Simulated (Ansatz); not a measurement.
Relaxation of a generated trial cell of WSe2 in the AFLOW prototype AB2_cF48_227_c_e (as in Ti2C); 12 atoms in the cell, which starts as Fd-3m, origin choice 1 (No. 227), cF48; a = 10.195 Å, b = 10.195 Å, c = 10.195 Å, α = 90.00°, β = 90.00°, γ = 90.00°. All values below come from PBE (plane waves to 420 eV, PAW, scalar-relativistic; Ansatz, a first-principles code). Γ-centred k-mesh 3×3×3 on the run's cell (coarser than for final values), Fermi–Dirac smearing 0.05 eV. This is the first round of the run. 

The optimiser's lines from the output (shortened; P is positive under compression):

```
relax step   1: F+E_penalty+E_count = -85296.59123630 eV  Δ(F+E_penalty+E_count) = +0.000e0 eV  max|allowed force component| = 1.342e0 eV/Å  Δτ_max = 0.0000 Å  P = +8.073 GPa  Ω = 264.947 Å³  (9 SCF iters, dr2 threshold 1.00e-7 eV, accepted)
relax step   2: F+E_penalty+E_count = -85297.94128286 eV  Δ(F+E_penalty+E_count) = -1.350e0 eV  max|allowed force component| = 3.075e-1 eV/Å  Δτ_max = 0.1946 Å  P = -6.049 GPa  Ω = 265.798 Å³  (7 SCF iters, dr2 threshold 1.20e-6 eV, accepted)
relax step   3: F+E_penalty+E_count = -85298.04254423 eV  Δ(F+E_penalty+E_count) = -1.013e-1 eV  max|allowed force component| = 2.942e-2 eV/Å  Δτ_max = 0.0402 Å  P = -3.367 GPa  Ω = 265.029 Å³  (6 SCF iters, dr2 threshold 1.20e-6 eV, accepted)
relax step   4: F+E_penalty+E_count = -85298.20497190 eV  Δ(F+E_penalty+E_count) = -1.624e-1 eV  max|allowed force component| = 2.455e-2 eV/Å  Δτ_max = 0.0931 Å  P = +2.077 GPa  Ω = 239.991 Å³  (6 SCF iters, dr2 threshold 1.20e-6 eV, accepted)
relax step   5: F+E_penalty+E_count = -85298.25463725 eV  Δ(F+E_penalty+E_count) = -4.967e-2 eV  max|allowed force component| = 9.497e-3 eV/Å  Δτ_max = 0.0351 Å  P = -0.271 GPa  Ω = 249.102 Å³  (6 SCF iters, dr2 threshold 1.20e-6 eV, accepted)
relax step   6: F+E_penalty+E_count = -85298.25647538 eV  Δ(F+E_penalty+E_count) = -1.838e-3 eV  max|allowed force component| = 1.108e-3 eV/Å  Δτ_max = 0.0061 Å  P = +0.011 GPa  Ω = 247.695 Å³  (5 SCF iters, dr2 threshold 1.83e-7 eV, accepted)
relax step   7: F+E_penalty+E_count = -85298.25296914 eV  Δ(F+E_penalty+E_count) = +3.506e-3 eV  max|allowed force component| = 7.886e-4 eV/Å  Δτ_max = 0.0000 Å  P = +0.002 GPa  Ω = 247.695 Å³  stress off target by 1.94e-3 GPa  SCF on the basis re-selected at this cell (its energy is not comparable with the rows above)  (6 SCF iters)
```

From the first to the last row the energy changes by -0.14 eV/atom and the volume by -6.5 %. The last row is marked as not comparable with the walk above it, whose basis was carried along; it does compare with step 1, since both stand on a basis selected at the nominal cutoff for their own cell.

Later rounds, restarted from the end of this one on a renewed k-mesh, logged 8 more steps. The final structure after all rounds: Fd-3m, origin choice 1 (No. 227), cF48, AFLOW prototype AB2_cF48_227_c_e (as in Ti2C); a = 9.9573 Å, b = 9.9573 Å, c = 9.9573 Å, α = 90.00°, β = 90.00°, γ = 90.00°. Between re-selections the logged energies stand on a plane-wave basis carried along with the cell. No spin polarisation in the result.

The run could not lose the symmetry of its start: the end is stationary, and may be a saddle point rather than a minimum.

The relaxed structure here is a generated cell of WSe2: the first start was made by placing the elements on the sites of a structure type, and the end was not matched to a known phase here, so it may be hypothetical. Known forms of WSe2 include space group No. 194.
